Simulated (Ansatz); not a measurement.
TiO$_{2}$ (anatase, I4_1/amd), r²SCAN (plane waves, PAW; program Ansatz). The conduction-band minimum lies at Γ, with 1 equivalent valley. Second derivatives d²E/dk² of the lowest band at one valley (eV·Å²), along Cartesian directions:

| direction | d²E/dk² |
|---|---|
| [100] | 17.46 |
| [010] | 17.46 |
| [001] | 1.917 |
| [110] | 17.46 |
| [101] | 9.692 |
| [011] | 9.692 |

Problem. Find the principal effective masses, the density-of-states mass and the conductivity mass.

Solution. Off-diagonal terms follow from H_xy = H[110] − (H_xx + H_yy)/2, and m*/mₑ = 7.620 eV·Å² over each eigenvalue: 0.44, 0.44, 4.0. One valley's DOS mass (m₁m₂m₃)^(1/3) = 0.91, conductivity mass 3/(Σ 1/mᵢ) = 0.62 mₑ.

Problem. What effective density of states Nc follows at 300 K for parabolic valleys?

Solution. Nc = 2.509e19 × 1 × (0.91)^(3/2) ≈ 2.2e19 cm⁻³.

The r²SCAN relaxation kept the symmetry of its start. The run is not spin-polarised.

Potentials: the later of the program's two PAW sets.

Edges and masses are those of Kohn–Sham bands, whose gap is no quasiparticle gap.
